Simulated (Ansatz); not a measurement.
## Relaxing a structure of Pt

The start is a generated cell, Pt built in the diamond structure type. The cell and all atomic positions are relaxed at zero pressure with PBEsol (plane waves to 420 eV, PAW, scalar-relativistic; Ansatz, a quantum-chemistry and plane-wave program). First-step values are on the input's coarse k-mesh.

Ansatz input (later rounds restart from its end on a renewed k-mesh):
Ansatz 0.2 input:
```yaml
crystal:
  lattice:
    - [0, 2.731539, 2.731539]
    - [2.731539, 0, 2.731539]
    - [2.731539, 2.731539, 0]
  atoms:
    - { symbol: Pt, position: [0.25, 0.25, 0.25] }
    - { symbol: Pt, position: [0, 0, 0] }
basis: { ecutwfc: 420, ecutrho_ratio: 4, xc_grid: 2, fft_grid_basis: typed }
kpoints: { mp_grid: { grid: [10, 10, 10] } }
hamiltonian:
  xc: pbesol
  dispersion: none
  pseudopotentials: { kind: paw }
scf: { occupations: { method: fermi_dirac, width: 0.05 } }
relax: { f_tol: 0.01, max_steps: 100, cell: { stress_tol: 0.02 } }
output: { forces: true, stress: true }
```

**Question.** What pressure does the first self-consistent step give?

**Answer.** +22.7 GPa (positive: the cell is compressed).

**Question.** How does the volume per atom move from start to end?

**Answer.** +12.9 %, from 20.38 to 23.01 Å³/atom.

**Question.** How do the shortest distances between atoms change?

**Answer.** The closest pairs of elements (up to four, under 3.6 Å), start → end: Pt–Pt 2.37 → 2.46 Å.

**Question.** Is the relaxed structure metallic? Give its gap.

**Answer.** Zero (metallic).

**Question.** What does it relax into? Give the structure.

**Answer.** 
Space group Fd-3m, origin choice 1 (No. 227); a = b = c = 5.6885 Å, α = β = γ = 90.00°

```json
[
 {"atom": "Pt", "site": "8b", "symmetry": "-43m", "x": "0.5000", "y": "0.5000", "z": "0.5000"}
]
```
(The calculation used a cell of 2 atoms; values per cell refer to that cell.)

The space group stays Fd-3m (No. 227) (the run could not lower it); the end is diamond type, with 2 atoms in the primitive cell. Final values are on a 14×14×14 k-mesh of the relaxed cell. No spin polarisation in the result. A magnetic state may lie lower.

The run could not lose the symmetry of its start: the end is stationary, and may be a saddle point rather than a minimum.

All atoms sit on sites fixed by symmetry, so only the cell could relax.

The relaxed structure here is a generated cell of Pt: the first start was made by placing the elements on the sites of a structure type, and the end was not matched to a known phase here, so it may be hypothetical. Known forms of Pt include space group No. 225.
